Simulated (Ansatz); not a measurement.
Moving the functional in Pd4B

```
Pd B
1.0
     2.89203    0.00000    0.00000
     0.00000    4.36501    0.00000
     0.00000    0.00000    5.85632
Pd B
4 1
Cartesian
  1.4460 0.0000 1.1571
  0.0000 0.0000 3.6278
  0.0000 2.1825 1.9277
  1.4460 2.1825 5.0807
  1.4460 0.0000 5.0553
```

The cell comes from a database or a generator and needn't be the stable form of this composition.

Kept alike: task projected density of states; k mesh 9 × 6 × 5; occupations fermi-dirac, width 0.05 eV; no spin polarisation. Program: Ansatz, Ansatz PAW. Cutoffs run from 420 to 500 eV. The mesh is that of the run's cell of 5 atoms. No spin-orbit coupling.

```csv
functional,pressure (GPa)
BLYP,7.24
LDA,-13.27
PBE,-1.22
PBEsol,-8.54
RPBE,2.77
r2SCAN,-4.66
revPBE,1.68
```

Pressure is positive in compression, with a Pulay correction for the finite cutoff. For a metal such a mesh leaves the last digits unconverged. All rows use potentials made for PBE.

**Question.** What does the functional change here?

**Answer.** The pressure runs from -13.27 (LDA) to 7.24 GPa (BLYP). From PBE: BLYP +8.46; LDA -12.05; PBEsol -7.32; RPBE +3.99; r2SCAN -3.44; revPBE +2.90.
